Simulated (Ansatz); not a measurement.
HfSi2:
```yaml
crystal:
  lattice:
    - [-1.60932, 1.60932, 4.45033]
    - [1.60932, -1.60932, 4.45033]
    - [1.60932, 1.60932, -4.45033]
  atoms:
    - { symbol: Hf, position: [0.00000, 0.00000, 0.00000] }
    - { symbol: Si, position: [0.31581, 0.31581, 0.00000] }
    - { symbol: Si, position: [0.68419, 0.68419, 0.00000] }
```

Relaxed with LDA. Special points in fractions of this cell's reciprocal vectors: Γ (0.000, 0.000, 0.000); X (0.000, 0.000, 0.500); P (0.250, 0.250, 0.250); N (0.000, 0.500, 0.000); M (0.500, 0.500, -0.500); S (0.283, 0.717, -0.283); S0 (-0.283, 0.283, 0.283); R (-0.065, 0.065, 0.500); G (0.500, 0.500, -0.065).

List the band energies nearest the Fermi level at these points for DFT-LDA in the program Ansatz with PAW potentials.

In eV from the Fermi level; about four levels below and three above (degenerate sets whole), none deeper than 8.9 eV; points with the same levels are listed once.

```
k                    below                above
-  -----------------------  -------------------
Γ  -4.27 -1.08 -1.08 -0.85       3.05 3.43 4.44
X  -5.23 -4.99 -3.49 -1.74       0.34 1.62 4.08
P  -2.38 -0.74 -0.74 -0.02       4.92 4.92 6.81
N  -8.59 -4.20 -3.36 -0.99       0.31 2.40 3.21
M        -8.65 -1.33 -0.98  0.10 0.10 1.91 1.91
S  -8.12 -5.42 -2.16 -0.86       0.31 2.34 2.80
R  -4.90 -3.81 -3.59 -1.64       0.10 1.32 4.36
```

Space group I4/mmm (MoSi2 or CaC2 type). The cell is a constructed one: a structure type filled with these elements; neither database checked (COD, Materials Project) lists it. COD files the formula under space group No. 63, so this cell is another polymorph or a model. Its standing as an ambient phase is unchecked. The LDA relaxation kept the symmetry of its start; of distortions, only those at the zone centre were tested. The run is not spin-polarised. Spin–orbit coupling is left out wherever it is not named.

Potentials: the later of the program's two PAW sets.
